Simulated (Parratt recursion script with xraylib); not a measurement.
# X-ray reflectivity of Ag on Si at several surface roughnesses

| layer, from the top | thickness (Å) | density (g/cm³) | rms roughness of its top face (Å) | δ (10⁻⁶) | β (10⁻⁶) |
|---|---|---|---|---|---|
| Ag | 400 | 10.363 | varied | 29.00 | 2.706 |
| Si (substrate) | – | 2.313 | 2.5 | 7.525 | 0.1803 |

The refractive index is n = 1 − δ + iβ. Vacuum lies above.

Densities are inputs, not measurements. They were set from computed cells of the Materials Project: Ag from entry mp-124 (Fm-3m, 10.363 g/cm³); Si from entry mp-149 (Fd-3m, 2.313 g/cm³). A layer's crystal structure does not enter its constants, only its composition and density.

Method: specular X-ray reflectivity, Parratt recursion, Névot-Croce roughness, xraylib tables (Parratt recursion script with xraylib 4.3.0).

Photon energy 8.048 keV (λ = 1.5406 Å), s polarisation. The grazing angle θ is scanned from 0.05° to 2° in 900 evenly spaced points, and the curve is smoothed with a Gaussian of 0.004° full width. A maximum is a scan point above both neighbours; its place and height come from a parabola through R at the three points.

The table follows two fringe maxima, those next to orders 9.5 and 17.5 of m = (2d/λ)(sin²θ − 2δ)^½, through runs that differ in the roughness σ₁ of the film surface alone.

| σ₁ (Å) | θ of the first (°) | R there | θ of the second (°) | R there |
|---|---|---|---|---|
| 0 | 1.134 | ? | 1.979 | ? |
| 7 | 1.133 | 0.00157 | 1.978 | 5.67 × 10⁻⁵ |
| 10 | 1.133 | 8.69 × 10⁻⁴ | 1.971 | 3.54 × 10⁻⁵ |

Q: Estimate the two heights for σ₁ = 0 Å.

A: At a maximum the amplitudes from the film's two faces add: R ≈ (|r₁|g₁ + |r₂|g₂A)². Here q₀ = 4π sin θ/λ, qⱼ = (q₀² − 32π²δⱼ/λ²)^½ (1 film, 2 substrate), |r₁| = |q₀² − q₁²|/(q₀ + q₁)², |r₂| = |q₁² − q₂²|/(q₁ + q₂)² with the numerators taken from the constants, g₁ = exp(−q₀q₁σ₁²/2), g₂ = exp(−q₁q₂σ₂²/2), and A = exp(−16π²β₁d/(λ²q₁)) for absorption in the film.

Check on a shown row, σ₁ = 7 Å, second maximum: q₀ = 0.2815, q₁ = 0.2746, q₂ = 0.2797 Å⁻¹; |r₁| = 0.0125, |r₂| = 0.00930; g₁ = 0.150, g₂ = 0.787, A = 0.769; R ≈ 5.63 × 10⁻⁵ against 5.67 × 10⁻⁵ in the table.

- σ₁ = 0 Å, first maximum: q₀ = 0.1614, q₁ = 0.1490, q₂ = 0.1583 Å⁻¹; |r₁| = 0.0401, |r₂| = 0.0303; g₁ = 1.00, g₂ = 0.929, A = 0.617; R ≈ 0.00330.
- σ₁ = 0 Å, second maximum: q₀ = 0.2817, q₁ = 0.2748, q₂ = 0.2799 Å⁻¹; |r₁| = 0.0125, |r₂| = 0.00929; g₁ = 1.00, g₂ = 0.786, A = 0.769; R ≈ 3.28 × 10⁻⁴.

The run gave 0.00331 and 3.29 × 10⁻⁴; the estimates are 1.00 and 1.00 times these.
